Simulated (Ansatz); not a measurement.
An Ansatz (a program for electronic structure) run. Input:

Ansatz 0.2 input:
```yaml
crystal:
  lattice:
    - [1.680022267, -9.7315593795, 0.0]
    - [1.680022267, 9.7315593795, 0.0]
    - [0.0, 0.0, 4.3174032927]
  atoms:
    - { symbol: Zr, position: [0.5615279137, 0.4384720863, 0.25] }
    - { symbol: Zr, position: [0.4384720863, 0.5615279137, 0.75] }
    - { symbol: Zr, position: [0.694941637, 0.305058363, 0.75] }
    - { symbol: Zr, position: [0.305058363, 0.694941637, 0.25] }
    - { symbol: Rh, position: [0.9430332852, 0.0569667148, 0.25] }
    - { symbol: Rh, position: [0.0569667148, 0.9430332852, 0.75] }
    - { symbol: Rh, position: [0.8316520927, 0.1683479073, 0.75] }
    - { symbol: Rh, position: [0.1683479073, 0.8316520927, 0.25] }
kpoints:
  mp_grid: { grid: [12, 12, 10] }
hamiltonian:
  xc: pbesol
  pseudopotentials: { kind: paw }
scf:
  occupations: { method: fermi_dirac, width: 0.1 }
phonons:
  method: dfpt
  response_accuracy: low
  eigenvectors: true
  rigid_motions: translations
```

Output (shortened):

```
Pseudopotential: Zr, paw, valence charge 12
Pseudopotential: Rh, paw, valence charge 17
Functional definition: PBEsol
Crystal: 8 atoms, lattice volume = 141.172 Å³
Basis set: ecut = 420 eV, 2783 PW (Γ), exchange–correlation on 144×144×60 points (8 copies of the dense FFT grid, shifted against one another)
Bands: 70, of which v1, the nominal top of the filled ones, is band 58 counted from 1 (57 counted from 0)
Symmetry: 8 space group operations
k-points: 258 of 1440 (irreducible under 4 space group operations, time reversal used)
SCF iter   1: F=—  HF=-41875.979926 eV  |F-HF|=—  |Δ(HF+E_count)|=         —  Δρ=1.05e-2  dr2=2.03e-1  ethr=1.77e-3  ⟨swp⟩=4.4  Hψ=55547  notcnv=0
preconditioner: auto → Kerker (q_TF=auto, 2.640 Å⁻¹)
SCF iter   2: F=—  HF=-41875.957264 eV  |F-HF|=—  |Δ(HF+E_count)|=   2.27e-2  Δρ=4.27e-3  dr2=3.74e-2  ethr=1.75e-4  ⟨swp⟩=1.0  Hψ=20898  notcnv=0
SCF iter   3: F=—  HF=-41875.951547 eV  |F-HF|=—  |Δ(HF+E_count)|=   5.72e-3  Δρ=9.95e-4  dr2=2.24e-3  ethr=3.22e-5  ⟨swp⟩=2.2  Hψ=22547  notcnv=0
SCF iter   4: F=—  HF=-41875.951277 eV  |F-HF|=—  |Δ(HF+E_count)|=   2.70e-4  Δρ=2.05e-4  dr2=1.00e-4  ethr=1.93e-6  ⟨swp⟩=2.5  Hψ=25190  notcnv=0
SCF iter   5: F=—  HF=-41875.951260 eV  |F-HF|=—  |Δ(HF+E_count)|=   1.74e-5  Δρ=5.72e-5  dr2=6.19e-6  ethr=8.65e-8  ⟨swp⟩=2.1  Hψ=24308  notcnv=0
SCF iter   6: F=—  HF=-41875.951405 eV  |F-HF|=—  |Δ(HF+E_count)|=   1.45e-4  Δρ=1.17e-5  dr2=1.94e-7  ethr=5.33e-9  ⟨swp⟩=2.4  Hψ=26540  notcnv=0
SCF iter   7: F=—  HF=-41875.951405 eV  |F-HF|=—  |Δ(HF+E_count)|=   3.02e-8  Δρ=4.09e-6  dr2=2.27e-8  ethr=1.67e-10  ⟨swp⟩=2.1  Hψ=29835  notcnv=0
SCF iter   8: F=—  HF=-41875.951405 eV  |F-HF|=—  |Δ(HF+E_count)|=   2.04e-9  Δρ=1.07e-6  dr2=1.30e-9  ethr=1.95e-11  ⟨swp⟩=2.3  Hψ=31740  notcnv=0
SCF iter  11: F=-41875.951405 eV  HF=-41875.951405 eV  |F-HF|=7.28e-12  |Δ(HF+E_count)|=    0.00e0  Δρ=2.64e-8  dr2=2.08e-12  ethr=1.00e-12  ⟨swp⟩=4.3  Hψ=64719  notcnv=0
SCF 1 converged in 11 iterations: F = -41875.951405 eV  dr2 = 2.08e-12
DFPT response loops at Γ: preconditioner auto → Kerker (q_TF=auto, 2.640 Å⁻¹) (partly filled bands, converged f_vac=0.000) …
SCF converged after 11 iterations
Free energy (F): -41875.951405 eV
Harris-Foulkes:  -41875.951405 eV  (|F-HF|=7.28e-12)
Internal energy: -41875.807515 eV  (E = F + TS)
E sigma→0 (E₀):  -41875.879460 eV
Entropy (-TS):   -0.143890 eV (-17.986 meV/atom)
Fermi energy:    18.082973 eV
--- Per-component energies (eV) ---
  E_band       = -844.885245
  E_kinetic    = 3635.380116
  E_local      = -10223.327154  (includes V_loc(G=0)·N_el)
  E_nonlocal   = 1753.194038
  E_hartree    = 3643.074012
  E_xc         = -1529.069235
  E_vxc        = -1879.469255  (∫ρ·V_xc dr)
  E_paw        = -25697.519144  (= ΣΔE_a)
  E_vpaw       = -1416.814579  (= ΣTr[D̂ρ^β])
  E_aug_tail   = 0.003472  (compensation charges beyond the density's cutoff)
  E_ewald      = -13459.311301
  E_core_change = 1.767681  (= ΣΔE_core)
  E_smearing   = -0.143890  (= −TS)
  E_closure    = 0.000000  (closes the sum)
  Σ components = -41875.951405   (vs F -41875.951405, Δ=0.00e0)
  [band-id]    e_kinetic+e_local+e_nonlocal+2·e_hartree+e_vxc+e_vpaw+e_augmentation_tail = -844.885338   (vs E_band -844.885245, Δ=-9.29e-5)
--- Band table (eV; the first three rows and the last of 258) ---
  k-point 0: bands = ["-60.4943", "-60.4941", "-60.4623", "-60.4564", "-30.9567", "-30.9188", "-30.8674", "-30.8211", "-28.5079", "-28.4836", "-28.4832", "-28.4725", "-28.4240", "-28.4164", "-28.3967", "-28.3965", "-28.3734", "-28.3642", "-28.3420", …
  k-point 1: bands = ["-60.4943", "-60.4941", "-60.4622", "-60.4566", "-30.9567", "-30.9207", "-30.8682", "-30.8242", "-28.5046", "-28.4838", "-28.4821", "-28.4705", "-28.4235", "-28.4155", "-28.3966", "-28.3964", "-28.3733", "-28.3645", "-28.3407", …
  k-point 2: bands = ["-60.4941", "-60.4940", "-60.4618", "-60.4570", "-30.9566", "-30.9261", "-30.8701", "-30.8328", "-28.4971", "-28.4842", "-28.4777", "-28.4654", "-28.4224", "-28.4135", "-28.3962", "-28.3959", "-28.3728", "-28.3652", "-28.3367", …
  k-point 257: bands = ["-60.4938", "-60.4938", "-60.4596", "-60.4596", "-30.9478", "-30.9478", "-30.8651", "-30.8651", "-28.4861", "-28.4861", "-28.4496", "-28.4496", "-28.4199", "-28.4199", "-28.3950", "-28.3950", "-28.3694", "-28.3694", "-28.3165", …
--- Phonons (Γ-DFPT): 12 representative perturbations + reference, on 258 of 1440 k-points (Σ response iterations 36) ---
  ASR residual: 1.746e-3 → 0.000e0 eV/Å²; symmetrization residual: 4.443e-4 eV/Å²
  ASR residual per site (eV/Å²): 6.95e-4 6.95e-4 4.23e-4 4.23e-4 1.75e-3 1.75e-3 1.17e-3 1.17e-3
  Γ frequencies (cm⁻¹): 0.00 0.00 0.00 68.06 81.93 84.66 85.94 115.87 117.96 131.37 134.24 140.32 146.97 147.21 151.21 164.55 168.09 173.53 176.23 178.92 180.51 192.06 200.35 225.01
  non-analytic LO–TO correction: not included (Born effective charges unavailable; polar crystals: no LO–TO splitting at Γ)
```

Cost: around 70 core-minutes (rough) on shared cores.

Space group Cmcm. The workflow started from a Materials Project entry (that database holds measured and hypothetical structures alike); the Crystallography Open Database copy checked does not list it. COD files the formula under space group No. 62, 221. Its standing as an ambient phase is unchecked. The cell was relaxed with PBEsol under the symmetry of its start; whether a distortion lowers the energy is not shown. The run is not spin-polarised. As this level gives no gap, phonon frequencies hold no LO–TO term and depend on the k-mesh and smearing (Fermi–Dirac, 0.1 eV here). Spin–orbit coupling is left out wherever it is not named.

Potentials: the later of the program's two PAW sets.

Ansatz is a plane-wave DFT program.
